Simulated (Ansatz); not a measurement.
Ag₂S:
```
Ag2S
1.0
    2.32691    -3.46561     0.00000
    2.32691     3.46561     0.00000
    0.00000     0.00000     7.20897
Ag S
4 2
Direct
  0.10707   0.89293   0.75000
  0.89293   0.10707   0.25000
  0.50000   0.50000   0.00000
  0.50000   0.50000   0.50000
  0.72701   0.27299   0.75000
  0.27299   0.72701   0.25000
```

Relaxed with PBEsol. Special points in fractions of this cell's reciprocal vectors: Γ (0.000, 0.000, 0.000); Y (-0.500, 0.500, 0.000); C0 (-0.363, 0.637, 0.000); Σ0 (0.363, 0.363, 0.000); Z (0.000, 0.000, 0.500); A0 (0.363, 0.363, 0.500); E0 (-0.363, 0.637, 0.500); T (-0.500, 0.500, 0.500); S (0.000, 0.500, 0.000); R (0.000, 0.500, 0.500).

Task: List the band energies nearest the valence-band maximum at these points for PBEsol with spin–orbit coupling in the plane-wave PAW code Ansatz.

Result: In eV from the valence-band maximum; about four levels below and three above (degenerate sets whole), none deeper than 8.9 eV; points with the same levels are listed once.

```json
[
 {"k": "Γ", "below": "-0.47 -0.47 0.00 0.00", "above": "0.95 0.95 1.51 1.51"},
 {"k": "Y", "below": "-0.71 -0.71 -0.47 -0.47", "above": "1.31 1.31 2.28 2.28"},
 {"k": "C0", "below": "-1.49 -1.49 -0.32 -0.32", "above": "1.94 1.94 3.47 3.47"},
 {"k": "Z", "below": "-0.18 -0.18 -0.18 -0.18", "above": "1.78 1.78 1.78 1.78"},
 {"k": "A0", "below": "-0.73 -0.73 -0.72 -0.72", "above": "3.30 3.30 3.39 3.39"},
 {"k": "T", "below": "-1.28 -1.28 -1.28 -1.28", "above": "2.36 2.36 2.36 2.36"},
 {"k": "S", "below": "-0.51 -0.51 -0.12 -0.12", "above": "2.23 2.23 2.49 2.49"},
 {"k": "R", "below": "-0.30 -0.30 -0.30 -0.30", "above": "1.44 1.44 1.44 1.44"}
]
```

Space group Cmcm. The workflow started from a Materials Project entry (that database holds measured and hypothetical structures alike); the Crystallography Open Database copy checked does not list it. COD files the formula under space group No. 4, 14, so this cell is another polymorph or a model. Its standing as an ambient phase is unchecked. The PBEsol relaxation kept the symmetry of its start; whether a distortion lowers the energy is not shown. The run is not spin-polarised.

Potentials: the later of the program's two PAW sets.
